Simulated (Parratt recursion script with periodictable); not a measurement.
## Neutron reflectivity of single films on Si: where the minima fall

Model: specular neutron reflectivity, Parratt recursion, Névot-Croce roughness, natural isotopes, no magnetic scattering. Program: Parratt recursion script with periodictable 1.7.1.

Neutron wavelength 5.5 Å. Q is scanned from 0.004 to 0.25 Å⁻¹ in 600 evenly spaced points, and the curve is smoothed with a Gaussian of 0.001 Å⁻¹ full width. A minimum is a scan point below both neighbours, placed by a parabola through ln R at the three points.

Each run is one film on Si (density 2.313 g/cm³, ρ = 2.059 × 10⁻⁶ Å⁻², rms roughness 2 Å) under vacuum. The film surface has an rms roughness of 3.6 Å in all runs. ρ and ρ″ are the real and imaginary parts of the scattering length density. The table lists all minima between 0.03 and 0.195 Å⁻¹.

| run | film | thickness d (Å) | density (g/cm³) | ρ (10⁻⁶ Å⁻²) | ρ″ (10⁻⁶ Å⁻²) | minima at Q (Å⁻¹) |
|---|---|---|---|---|---|---|
| A | MoSi2 | 150 | 5.918 | 3.518 | 1.839 × 10⁻⁴ | 0.0455, 0.0857, 0.1269, 0.1685 |
| B | MoSi2 | 120 | 5.918 | 3.518 | 1.839 × 10⁻⁴ | 0.0561, 0.1066, 0.1583 |
| C | MoSi2 | 300 | 5.918 | 3.518 | 1.839 × 10⁻⁴ | ? |
| D | MoSi2 | 150 | 5.036 | 2.994 | 1.565 × 10⁻⁴ | 0.0469, 0.0863, 0.1273, 0.1688 |
| E | MoSi2 | 188 | 5.918 | 3.518 | 1.839 × 10⁻⁴ | 0.0371, 0.0688, 0.1016, 0.1347, 0.1679 |

Densities are inputs, not measurements. They were set from computed cells of the Materials Project: MoSi2 from entry mp-2592 (I4/mmm, 6.295 g/cm³, taken at 80 and 94 %); Si from entry mp-149 (Fd-3m, 2.313 g/cm³). A layer's crystal structure does not enter its constants, only its composition and density.

Problem. How many minima does run C have between 0.03 and 0.195 Å⁻¹, and where?

Solution. Inside a film the fringe order is m = (d/2π)(Q² − 16πρ)^½, with the film's own ρ. Where the film's ρ lies above the substrate's, its two faces reflect with opposite signs, and minima are expected at whole m.

- Run A, ρ above the substrate's: the minima give m = 1.04, 2.02, 3.01, 4.01.
- Run B, ρ above the substrate's: the minima give m = 1.04, 2.02, 3.01.
- Run D, ρ above the substrate's: the minima give m = 1.08, 2.04, 3.02, 4.02.
- Run E, ρ above the substrate's: the minima give m = 1.04, 2.02, 3.01, 4.01, 5.01.

In run C the film's ρ lies above the substrate's, so take whole m. The window runs from m = 1.28 to 9.29 and holds m = 2, 3, 4, 5, 6, 7, 8, 9. Then Q² = 16πρ + (2πm/d)² gives Q = 0.0439, 0.0642, 0.0848, 0.1056, 0.1264, 0.1472, 0.1681, 0.1890 Å⁻¹.

The run has 8 minima, at 0.0444, 0.0645, 0.0850, 0.1057, 0.1265, 0.1473, 0.1682, 0.1891 Å⁻¹. The largest distance from one of them to an estimated minimum is 0.0005 Å⁻¹, against a mean spacing of 0.0207 Å⁻¹.
